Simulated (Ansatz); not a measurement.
FeP₃H₆O₆: Contact hyperfine fields

Cell: a diffraction structure from the COD, ions relaxed with PBE at fixed cell.

```
CELL_PARAMETERS angstrom
5.64000 3.25626 3.21250
-5.64000 3.25626 3.21250
0.00000 -6.51251 3.21250
ATOMIC_POSITIONS crystal
Fe 0.00000 0.00000 0.00000
Fe 0.50000 0.50000 0.50000
H 0.57162 0.23178 0.93342
H 0.93342 0.57162 0.23178
H 0.23178 0.93342 0.57162
H 0.42838 0.76822 0.06658
H 0.06658 0.42838 0.76822
H 0.76822 0.06658 0.42838
H 0.34023 0.38957 0.97115
H 0.97115 0.34023 0.38957
H 0.38957 0.97115 0.34023
H 0.65977 0.61043 0.02885
H 0.02885 0.65977 0.61043
H 0.61043 0.02885 0.65977
P 0.43518 0.25727 0.04308
P 0.04308 0.43518 0.25727
P 0.25727 0.04308 0.43518
P 0.56482 0.74273 0.95692
P 0.95692 0.56482 0.74273
P 0.74273 0.95692 0.56482
O 0.28463 0.06159 0.00097
O 0.00097 0.28463 0.06159
O 0.06159 0.00097 0.28463
O 0.71537 0.93841 0.99903
O 0.99903 0.71537 0.93841
O 0.93841 0.99903 0.71537
O 0.54878 0.34740 0.25672
O 0.25672 0.54878 0.34740
O 0.34740 0.25672 0.54878
O 0.45122 0.65260 0.74328
O 0.74328 0.45122 0.65260
O 0.65260 0.74328 0.45122
```

Atoms are numbered from 1 in the order listed; like atoms form one site, named after its first atom.

Level of theory: DFT, PBE, plane waves and PAW, scalar-relativistic, collinear spin, 420 eV cutoff, Γ-centred 5×5×5 k-points, Fermi–Dirac smearing 0.05 eV (Ansatz 0.2.0). Start moments as typed (μB): 3 -3 0 0 0 0 0 0 0 0 0 0 0 0 0 0 0 0 0 0 0 0 0 0 0 0 0 0 0 0 0 0 by atom.

B_c = (2μ₀/3)μB(ρ↑ − ρ↓), with the spin density averaged over the Thomson radius around the nucleus, 7.77 T per e/Å³, positive along the up direction of the run. The valence column is what the valence and semicore waves of the PAW files give as listed; the rest comes from solving these waves and the inner shells again in each spin's potential.

Task: What moments and contact fields does each site carry?

Result: The cell's net moment is 0.00 μB. One atom of each set is listed.

```
site  atom  m (μB)  B_c (T)  valence column (T)  rest (T)
 Fe1     1    3.87    -34.5                44.3     -78.8
 Fe2     2   -3.88     34.9               -44.2      79.0
  H3     3    0.00      0.0                 0.0       0.0
  H9     9    0.00      0.0                 0.0       0.0
   P    15    0.00     -0.1                -0.1       0.0
 O21    21    0.08      6.1                 7.0      -0.9
 O27    27   -0.08     -6.4                -7.4       0.9
```

On Fe2 the field amounts to -9.0 T per μB of the site's moment: core polarisation sets it against the moment.

The magnetic order is the one that the run reached from its start moments, not necessarily the measured one. Semilocal functionals underestimate core polarisation, so for a given moment the contact field on a magnetic ion comes out too small, by up to a factor of two. Orbital and dipolar fields are left out; they are small for half-filled shells and for d³ or d⁸ ions in regular octahedra, but can rival the contact field on other open-shell ions. The positions come from a relaxation that may have had another order of the moments. Fields under about 2 T can be off by more than a tenth. The zeros on H3 and H9 can come from up and down neighbours that cancel in this order.

Hardware: 4 threads of Arm Neoverse V2 (aarch64; 8 cores open to the job, memory cap 8.0 GiB, no GPU), a shared host with a load of 0.4 a core. Wall time 70 s, CPU time 4.5 min, peak memory 2 GiB.
